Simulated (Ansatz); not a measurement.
Input:

FeS2:
```
CELL_PARAMETERS angstrom
      5.32370     0.00000     0.00000
      0.00000     5.32370     0.00000
      0.00000     0.00000     5.32370
ATOMIC_POSITIONS crystal
  Fe 0.00000 0.00000 0.00000
  Fe 0.50000 0.50000 0.00000
  Fe 0.00000 0.50000 0.50000
  Fe 0.50000 0.00000 0.50000
  S  0.38169 0.38169 0.38169
  S  0.88169 0.11831 0.61831
  S  0.61831 0.88169 0.11831
  S  0.11831 0.61831 0.88169
  S  0.61831 0.61831 0.61831
  S  0.11831 0.88169 0.38169
  S  0.38169 0.11831 0.88169
  S  0.88169 0.38169 0.11831
```

This is the PBEsol-relaxed structure.

Q: All from plane-wave PAW PBEsol (Ansatz code), unless another level is named. Give the formation energy from the elements (no fitted shifts).

A: -720 meV/atom.

Q: And the smallest direct gap on the standard path?

A: 0.31 eV.

Q: Give the electron effective mass.

A: 0.32 mₑ (isotropic).

Q: Predict the weight of the conduction-edge state by species (Voronoi cells).

A: S 93 %, Fe 7 %.

Space group Pa-3. The PBEsol relaxation kept the symmetry of its start. The workflow began spin-polarised and lost its moments. The references are the lowest solids computed at this level, not always the standard phases.

Potentials: the later of the program's two PAW sets.
